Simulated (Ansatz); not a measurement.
GaP:
```cif
data_Ga4P4
_chemical_formula_sum 'Ga4 P4'
_space_group_name_H-M_alt 'F-43m'
_space_group_IT_number 216
_space_group_name_Hall 'F -4 2 3'
_cell_length_a 5.45162
_cell_length_b 5.45162
_cell_length_c 5.45162
_cell_angle_alpha 90.000
_cell_angle_beta 90.000
_cell_angle_gamma 90.000
loop_
_atom_site_label
_atom_site_type_symbol
_atom_site_symmetry_multiplicity
_atom_site_Wyckoff_symbol
_atom_site_fract_x
_atom_site_fract_y
_atom_site_fract_z
_atom_site_occupancy
Ga1 Ga 4 a 0.00000 0.00000 0.00000 1
P1 P 4 c 0.25000 0.25000 0.25000 1
```
(The calculation used a cell of 2 atoms; values per cell refer to that cell.)

Relaxed with r²SCAN.

### Question
Decompose the optical modes at the zone centre into irreducible representations, and say which are infrared and Raman allowed.

### Answer
Point group -43m: Γ_opt = T2. Infrared: T2. Raman: T2.

### Question
Assign frequencies (DFPT, DFT-r²SCAN in the program Ansatz with PAW potentials; without the LO–TO term).

### Answer
T2 360 cm⁻¹.

The r²SCAN relaxation kept the symmetry of its start; phonons on a q-mesh show no instability. Spin–orbit coupling is left out wherever it is not named.

Potentials: the earlier of the program's two PAW sets.
